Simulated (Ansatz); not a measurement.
Hf$_{2}$Tl$_{3}$Ag: settings compared (Ansatz)

The command:

```bash
ansatz run input.yaml --threads 1 --pin off --max-ram 2560MiB --backend cpu --events-out ev --progress --plain --runs-dir out
```

input.yaml:

```yaml
crystal:
  lattice:
    - [4.027087, 0.0, 0.0]
    - [0.0, 4.027087, 0.0]
    - [0.0, 0.0, 8.825889]
  atoms:
    - { symbol: Tl, position: [0.5, 0.5, 0.0] }
    - { symbol: Ag, position: [0.0, 0.0, 0.0] }
    - { symbol: Hf, position: [0.0, 0.5, 0.734] }
    - { symbol: Hf, position: [0.5, 0.0, 0.266] }
    - { symbol: Tl, position: [0.0, 0.5, 0.382] }
    - { symbol: Tl, position: [0.5, 0.0, 0.618] }
  symmetry: { tolerance: 0.0003 }
kpoints:
  mp_grid: { grid: [5, 5, 2], shift: [0, 0, 0] }
magnetization:
  spin_polarized: false
scf:
  occupations: { method: fermi_dirac }
hamiltonian:
  pseudopotentials: { kind: paw }
  xc: pbe
basis:
  ecutwfc: 420
output:
  forces: true
  stress: true
  eigenvalues: true
  write_density: true
  write_potential: true
  elf: true
  volumetric_format: npy
```

Origin of the cell: a known structure type with other elements, at an estimated volume, so it need not be a known compound.

The smearing width isn't typed, so it takes its default of 0.1 eV.

Output of this run (shortened):

```
Pseudopotentials: kind: paw
Pseudopotential: Tl, paw, valence charge 13, recommended cutoff 420 eV (normal), Tl.paw.azcp
Pseudopotential: Ag, paw, valence charge 19, recommended cutoff 420 eV (normal), Ag.paw.azcp
Pseudopotential: Hf, paw, valence charge 26, recommended cutoff 420 eV (normal), Hf.paw.azcp
Functional definition: PBE
  exchange = pbe_x(kappa = kappa, mu = beta*pi^2/3)
  correlation = pbe_c(beta = beta)
Crystal: 6 atoms, lattice volume = 143.133 Å³
Basis set: ecut = 420 eV, 2813 PW (Γ), exchange–correlation on 54×54×120 points (8 copies of the dense FFT grid, shifted against one another)
Bands: 66, of which v1, the nominal top of the filled ones, is band 55 counted from 1 (54 counted from 0)
Symmetry: 8 space group operations
Space group: P-4m2 (ITA 115), of the structure as read, at distance tolerance 1.6e-3 Å
[… 7 lines left out …]
Initial density: superposition of atomic densities (neutral atoms: chi_scale 0, normalization atom), corrected by the library's trained network
Functional: x = pbe(κ = 0.804, μ = 0.219515), c = pbe(β = 0.066725)
SCF iter   1: F=—  HF=-73362.954827 eV  Δρ=3.87e-3  dr2=3.63e-2  defer=1
SCF iter   2: F=—  HF=-73362.953906 eV  Δρ=2.31e-3  dr2=1.46e-2  defer=1
SCF iter   3: F=—  HF=-73362.951728 eV  Δρ=4.94e-4  dr2=7.78e-4  defer=1
SCF iter   4: F=—  HF=-73362.951627 eV  Δρ=2.28e-4  dr2=8.48e-5  defer=1
SCF iter   5: F=—  HF=-73362.951593 eV  Δρ=9.78e-5  dr2=1.93e-5  defer=1
SCF iter   6: F=—  HF=-73362.951581 eV  Δρ=4.30e-5  dr2=5.06e-6  defer=1
SCF iter   7: F=—  HF=-73362.951582 eV  Δρ=1.68e-5  dr2=7.79e-7  defer=1
SCF iter   8: F=-73362.951582 eV  HF=-73362.951582 eV  Δρ=4.75e-6  dr2=6.27e-8
SCF 1 converged in 8 iterations: F = -73362.951582 eV  dr2 = 6.27e-8
SCF converged after 8 iterations
Free energy (F): -73362.951582 eV
Harris-Foulkes:  -73362.951582 eV  (|F-HF|=1.86e-8)
Internal energy: -73362.645249 eV  (E = F + TS)
E sigma→0 (E₀):  -73362.798415 eV
Entropy (-TS):   -0.306333 eV (-51.055 meV/atom)
Fermi energy:    14.709357 eV
--- Per-component energies (eV) ---
  E_band       = -345.942763
  E_kinetic    = 2377.699694
  E_local      = -17268.591037  (includes V_loc(G=0)·N_el)
  E_nonlocal   = -1462.217957
  E_hartree    = 7791.357408
  E_xc         = -1474.311553
  E_vxc        = -1191.186656  (∫ρ·V_xc dr)
  E_paw        = -48250.836492  (= ΣΔE_a)
  E_vpaw       = 1615.639490  (= ΣTr[D̂ρ^β])
  E_aug_tail   = 0.000415  (compensation charges beyond the density's cutoff)
  E_ewald      = -15075.745728
  E_smearing   = -0.306333  (= −TS)
  Σ components = -73362.951582   (vs F -73362.951582, Δ=0.00e0)
--- Forces (eV/Å), atoms counted from 1 ---
  atom   1  Tl     0.000000     0.000000     0.000000
  atom   2  Ag     0.000000     0.000000     0.000000
  atom   3  Hf     0.000000     0.000000     0.268440
  atom   4  Hf    -0.000000     0.000000    -0.268440
  atom   5  Tl     0.000000     0.000000    -0.174850
  atom   6  Tl     0.000000     0.000000     0.174850
  max |Σ_I F_I| component: 2.78e-17 eV/Å
--- Stress (GPa, compression-positive) ---
        3.060358       0.000000       0.000000
        0.000000       3.060358       0.000000
        0.000000       0.000000       0.448247
  P = ⅓ Tr σ = 2.1897 GPa (21.897 kbar)
```

The same input was run again with these changes:

1. `scf.mixing.preconditioner` default → resta
2. `kpoints.mp_grid.shift` [0, 0, 0] → [0.5, 0.5, 0.5]
3. `basis.ecutwfc` 420 → "29.4 Ry"; `scf.occupations.method` fermi_dirac → tetrahedron; `scf.mixing.algorithm` default → msr1; `scf.mixing.beta` default → 0.05
4. `scf.occupations.method` fermi_dirac → tetrahedron

```csv
run,end,SCF iterations,P (GPa),max force component (eV/Å),moment (μB),ΔE(σ→0) (meV/atom)
base,converged,8,2.19,0.268,–,0
1,converged,9,2.19,0.268,–,0.00
2,converged,8,2.05,0.198,–,-6.51
3,converged,10,1.93,0.245,–,-0.57
4,converged,9,1.93,0.245,–,-1.08
```

Energies are compared only where functional, datasets, charge and starting cell are the same.

Caveats of the base run: no moments, though an odd count or open d shells may carry them; no spin-orbit coupling, though heavy elements are present; the k mesh is coarse if the cell is a metal.

Run 3: forces and stress under tetrahedra may miss the slope of the energy; the cutoff lies below the datasets' advice.
Run 4: forces and stress under tetrahedra may miss the slope of the energy.

The base run ran for 10 s on 1 thread of Intel(R) Xeon(R) Platinum 8375C CPU @ 2.90GHz (Ice Lake), with other jobs on the host, peak memory 0.48 GiB, from the program's own first density.
